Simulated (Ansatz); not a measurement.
TiN:
```xyz
2
Lattice="0.0000 2.1162 2.1162 2.1162 0.0000 2.1162 2.1162 2.1162 0.0000" Properties=species:S:1:pos:R:3 pbc="T T T"
N      0.0000     0.0000     0.0000
Ti     2.1162     2.1162     2.1162
```

Relaxed with r²SCAN.

**Question.** Tabulate the valence density and the electron localisation function along the shortest Ti–Ti contact (2.99 Å), plane-wave PAW r²SCAN (Ansatz code).

**Answer.** 

| distance from Ti (Å) | density (e/Å³) | ELF |
|---|---|---|
| 0.30 | 8.73 | 0.29 |
| 0.45 | 6.37 | 0.59 |
| 0.60 | 3.55 | 0.65 |
| 0.75 | 1.49 | 0.50 |
| 0.90 | 0.56 | 0.21 |
| 1.05 | 0.30 | 0.09 |
| 1.20 | 0.22 | 0.09 |
| 1.35 | 0.20 | 0.13 |
| 1.50 | 0.19 | 0.15 |
| 1.65 | 0.20 | 0.13 |
| 1.80 | 0.22 | 0.09 |
| 1.95 | 0.30 | 0.09 |
| 2.09 | 0.56 | 0.21 |
| 2.24 | 1.49 | 0.50 |
| 2.39 | 3.55 | 0.65 |
| 2.54 | 6.37 | 0.59 |
| 2.69 | 8.73 | 0.29 |

The density is the valence pseudo-density with augmentation charge, so density and ELF within about 1 Å of a nucleus are not all-electron values.

Space group Fm-3m (rock salt). The cell was relaxed with r²SCAN under the symmetry of its start. No spin polarisation was allowed.

Potentials: the later of the program's two PAW sets.
